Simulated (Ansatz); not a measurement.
An Ansatz (a first-principles code) run. Input:

Ansatz 0.2 input:
```yaml
crystal:
  lattice:
    - [-4.2052573926, 4.2052573926, 6.5369988451]
    - [4.2052573926, -4.2052573926, 6.5369988451]
    - [4.2052573926, 4.2052573926, -6.5369988451]
  atoms:
    - { symbol: In, position: [0.5, 0.5, 0.0] }
    - { symbol: In, position: [0.0, 0.0, 0.0] }
    - { symbol: In, position: [0.3095921577, 0.8095921577, 0.7890629752] }
    - { symbol: In, position: [0.6904078423, 0.1904078423, 0.2109370248] }
    - { symbol: In, position: [0.8095921577, 0.0205291826, 0.5] }
    - { symbol: In, position: [0.1904078423, 0.9794708174, 0.5] }
    - { symbol: In, position: [0.0205291826, 0.5205291826, 0.2109370248] }
    - { symbol: In, position: [0.9794708174, 0.4794708174, 0.7890629752] }
    - { symbol: In, position: [0.5205291826, 0.3095921577, 0.5] }
    - { symbol: In, position: [0.4794708174, 0.6904078423, 0.5] }
    - { symbol: Bi, position: [0.75, 0.75, 0.0] }
    - { symbol: Bi, position: [0.25, 0.25, 0.0] }
    - { symbol: Bi, position: [0.3448691418, 0.8448691418, 0.1897382836] }
    - { symbol: Bi, position: [0.6551308582, 0.1551308582, 0.8102617164] }
    - { symbol: Bi, position: [0.8448691418, 0.6551308582, 0.5] }
    - { symbol: Bi, position: [0.1551308582, 0.3448691418, 0.5] }
kpoints:
  mp_grid: { grid: [7, 7, 7] }
hamiltonian:
  xc: r2scan
  pseudopotentials: { kind: paw }
scf:
  occupations: { method: gaussian, width: 0.1 }
checkpoint: { read: metal.run }
output: { bader: true, populations: true }
```

Output (shortened):

```
Pseudopotential: In, paw, valence charge 13
Pseudopotential: Bi, paw, valence charge 15
Functional definition: r2SCAN
Crystal: 16 atoms, lattice volume = 462.406 Å³
Basis set: ecut = 500 eV, 11723 PW (Γ), exchange–correlation on 288×288×288 points (64 copies of the dense FFT grid, shifted against one another)
Bands: 132, of which v1, the nominal top of the filled ones, is band 110 counted from 1 (109 counted from 0)
Symmetry: 16 space group operations
Space group: I4/mcm (ITA 140), of the structure as read, at distance tolerance 7.7e-5 Å
k-points: 40 of 343
Stability of the state it starts from, as read at its close in the unpolarized treatment …
iter 1 solved again at ethr=1.74e-8 eV; its pass at ethr=3.10e-3 eV (dr2=3.83e-5 eV) is discarded
SCF iter   1: F=—  HF=-130583.979781 eV  |F-HF|=—  |Δ(HF+E_count)|=         —  Δρ=1.24e-7  dr2=5.33e-11  dr2_τ=1.48e-11  ethr=1.74e-8  ⟨swp⟩=4.2  Hψ=36733  notcnv=0
preconditioner: auto → Kerker (q_TF=auto, 2.411 Å⁻¹)
SCF iter   2: F=-130583.979781 eV  HF=-130583.979781 eV  |F-HF|=1.02e-10  |Δ(HF+E_count)|=   7.99e-8  Δρ=4.86e-8  dr2=1.03e-11  dr2_τ=1.56e-11  ethr=1.00e-12  ⟨swp⟩=9.3  Hψ=24844  notcnv=0
SCF 1 converged in 2 iterations: F = -130583.979781 eV  dr2 = 1.03e-11
SCF converged after 2 iterations
Free energy (F): -130583.979781 eV
Harris-Foulkes:  -130583.979781 eV  (|F-HF|=1.02e-10)
Internal energy: -130583.938250 eV  (E = F + TS)
E sigma→0 (E₀):  -130583.959016 eV
Entropy (-TS):   -0.041532 eV (-2.596 meV/atom)
Fermi energy:    10.170213 eV
--- Per-component energies (eV) ---
  E_band       = -953.465730
  E_kinetic    = 4219.231948
  E_local      = -19688.981713  (includes V_loc(G=0)·N_el)
  E_nonlocal   = 7030.502839
  E_hartree    = 7105.868462
  E_xc         = -2856.243293
  E_vxc        = -2008.729412  (∫ρ·V_xc dr)
  E_paw        = -105949.000999  (= ΣΔE_a)
  E_vpaw       = -4857.894014  (= ΣTr[D̂ρ^β])
  E_aug_tail   = -0.001546  (compensation charges beyond the density's cutoff)
  E_vtau       = 140.669156  (kinetic-family band-sum trace: ∫τ·v_τ [+ j·A + Jᵃ·Aᵃ] dr)
  E_ewald      = -20460.222688
  E_core_change = 14.908742  (= ΣΔE_core)
  E_smearing   = -0.041532  (= −TS)
  E_closure    =  0.000000  (closes the sum)
  Σ components = -130583.979781   (vs F -130583.979781, Δ=0.00e0)
  [band-id]    e_kinetic+e_local+e_nonlocal+2·e_hartree+e_vxc+e_vpaw+e_augmentation_tail+e_vtau = -953.465818   (vs E_band -953.465730, Δ=-8.78e-5)
--- Band table (eV; the first three rows and the last of 40) ---
  k-point 0: bands = ["-13.1679", "-13.1673", "-13.1672", "-13.1668", "-13.1218", "-13.1185", "-13.1144", "-13.1144", "-13.1137", "-13.1137", "-13.1104", "-13.1079", "-13.1066", "-13.1047", "-13.1027", "-13.1027", "-13.0924", "-13.0924", "-13.0923", …
  k-point 1: bands = ["-13.1678", "-13.1673", "-13.1671", "-13.1668", "-13.1217", "-13.1190", "-13.1147", "-13.1144", "-13.1137", "-13.1134", "-13.1099", "-13.1081", "-13.1067", "-13.1047", "-13.1031", "-13.1023", "-13.0924", "-13.0924", "-13.0912", …
  k-point 2: bands = ["-13.1677", "-13.1675", "-13.1670", "-13.1669", "-13.1216", "-13.1195", "-13.1151", "-13.1144", "-13.1136", "-13.1128", "-13.1092", "-13.1082", "-13.1071", "-13.1046", "-13.1040", "-13.1024", "-13.0923", "-13.0923", "-13.0890", …
  k-point 39: bands = ["-13.1680", "-13.1674", "-13.1672", "-13.1667", "-13.1216", "-13.1187", "-13.1145", "-13.1144", "-13.1140", "-13.1140", "-13.1101", "-13.1086", "-13.1067", "-13.1038", "-13.1021", "-13.1021", "-13.0920", "-13.0920", "-13.0917", …
--- Löwdin populations: 16 sites ---
  site symbol       q [e]
     0     In     13.0083
     1     In     13.0083
     2     In     13.0092
     3     In     13.0092
     4     In     13.0092
     5     In     13.0092
     6     In     13.0092
     7     In     13.0092
     8     In     13.0092
     9     In     13.0092
    10     Bi     14.8851
    11     Bi     14.8851
    12     Bi     14.9353
    13     Bi     14.9353
    14     Bi     14.9353
    15     Bi     14.9353
  spilling = 0.001810 (of n_electrons = 220.000000)
--- Bader charges: 16 sites ---
  site symbol  charge [e]  shift [e]
     0     In      0.3182     0.0000
     1     In      0.3182     0.0000
     2     In      0.2006     0.0000
     3     In      0.2006     0.0000
     4     In      0.2006     0.0000
     5     In      0.2006     0.0000
     6     In      0.2006     0.0000
     7     In      0.2006     0.0000
     8     In      0.2006     0.0000
     9     In      0.2006     0.0000
    10     Bi     -0.3427     0.0000
    11     Bi     -0.3427     0.0000
    12     Bi     -0.3889     0.0000
    13     Bi     -0.3889     0.0000
    14     Bi     -0.3889     0.0000
    15     Bi     -0.3889     0.0000
  shift: an alarm, by how much a part of what the PAW files miss would move the charge. Where it is large, compare
  with a run on PAW files of another source; a small one proves nothing
  estimated error of the sums over rays = 3.4e-4 e
```

Cost: roughly 6 core-minutes on shared cores.

The first step of the workflow began from a Materials Project structure, measured or hypothetical; the Crystallography Open Database files this formula in space group No. 140, but the cells were not matched. Whether it is the stable phase at ambient conditions was not checked. The r²SCAN relaxation kept the symmetry of its start; its stability against distortions is not shown here. Scalar-relativistic: spin–orbit coupling is off unless named, which matters more the heavier the elements.

Potentials: the later of the program's two PAW sets.

Ansatz is a plane-wave DFT program.
